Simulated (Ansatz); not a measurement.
Question: Monolayer Te2Mo (1H, P-6m2 in the vacuum cell, 3 atoms) is relaxed with the program Ansatz at the LDA level (PAW). What in-plane lattice and thickness result?

Answer: a = 3.467 Å; 3.59 Å between the outermost nuclei.

Band gap: 1.24 eV (direct). Valence-band maximum: at K. Conduction-band minimum: at K. Ionisation potential (Kohn–Sham): 5.13 eV. Electron affinity (Kohn–Sham): 3.89 eV. Electron effective mass, in the valley at K: 0.57 mₑ. Hole effective mass, in the valley at K: 0.69 mₑ.

A layer that has been made, often on a substrate. The cell was relaxed with LDA under the symmetry of its start; whether a distortion lowers the energy is not shown. No spin polarisation was allowed. Spin–orbit coupling is left out wherever it is not named.

Potentials: the later of the program's two PAW sets.
